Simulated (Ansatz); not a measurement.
# Data sheet: BaO2 (DFT)

BaO$_{2}$:
```
BaO2
1.0
   -1.86693     1.86693     3.31997
    1.86693    -1.86693     3.31997
    1.86693     1.86693    -3.31997
Ba O
1 2
Cartesian
  0.00000   0.00000   0.00000
  0.00000   0.00000   2.59455
  0.00000   0.00000   4.04538
```

Space group I4/mmm (No. 139), MoSi2 or CaC2 type; conventional cell a = 3.734 Å, b = 3.734 Å, c = 6.640 Å, α = 90.00°, β = 90.00°, γ = 90.00°.

Method: plane-wave PAW LDA (Ansatz code). The cell and atoms are relaxed at this level. Other levels are named where they apply.

Cell and energy:

Volume per atom: 15.43 Å³
Density: 6.07 g/cm³
Formation energy from the elements (no fitted shifts): -2.06 eV/atom

Electronic structure:

* **Band gap**: 1.93 eV (direct)
* **Valence-band maximum**: at M
* **Conduction-band minimum**: at M
* **Electron effective mass**: 0.42, 0.42, 1.5 mₑ (principal values)

Mechanics:

* **Bulk modulus (Birch–Murnaghan fit)**: 90.6 GPa
* **Pressure derivative B′**: 4.8
* **Elastic constants (relaxed ions, GPa)**: C11 = 150, C12 = 85.1, C13 = 39.8, C33 = 188, C44 = 33.9, C66 = 62.1
* **Mechanical stability**: stable (all eigenvalues of C positive)
* **Hill bulk and shear moduli**: 90.9 and 44.8 GPa
* **Young's modulus**: 115 GPa
* **Poisson's ratio**: 0.29
* **Debye temperature from the elastic constants**: 362 K

Dielectric response:

- Electronic dielectric constant ε∞ (DFPT) = 3.61 (xx = yy), 3.93 (zz)
- Static dielectric constant ε0 (ions relaxed, cell fixed) = 14.8 (xx = yy), 12.9 (zz)
- Born charges (a third of the trace) = Ba +2.93, O -1.47 e

Phonons:

- Highest zone-centre frequency (without LO–TO term) = 943 cm⁻¹
- Zone-centre stability = no imaginary mode at Γ
- Dynamical stability on the path = stable (no imaginary branch)
- Zero-point energy = 48.4 meV/atom
- Vibrational entropy at 300 K = 29.1 J/(K·mol of atoms)

The first step of the workflow began from a Materials Project structure, measured or hypothetical; the Crystallography Open Database files this formula in space group No. 139, but the cells were not matched. Its standing as an ambient phase is unchecked. Symmetry was held in the LDA relaxation. The references are the lowest solids computed at this level, not always the standard phases (solids in place of the gases). Scalar-relativistic: spin–orbit coupling is off unless named, which matters more the heavier the elements.

Potentials: the later of the program's two PAW sets.
